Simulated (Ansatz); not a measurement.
MgS (rock salt, space group No. 225) at seven volumes, DFT-r²SCAN in the program Ansatz with PAW potentials, scaled uniformly. One row is withheld.

```
V (Å³/atom)  P (GPa)
-----------  -------
16.023          9.10
16.551          5.59
17.080          2.58
17.608          0.00
18.136         -2.22
18.664         -4.13
19.192             ?
```

Problem. Fit the shown pressures and predict the withheld one.

Solution. P = (3/2)B₀(x^(7/2) − x^(5/2))[1 + (3/4)(B′ − 4)(x − 1)] with x = (V₀/V)^(2/3). Least squares on the six rows gives V₀ = 17.608 Å³/atom, B₀ = 79.7 GPa, B′ = 4.04. At V = 19.192, x = 0.9442 and P = -5.77 GPa. The run itself gave -5.78 GPa.

Space group Fm-3m (rock salt). The r²SCAN relaxation kept the symmetry of its start.

Potentials: the later of the program's two PAW sets.
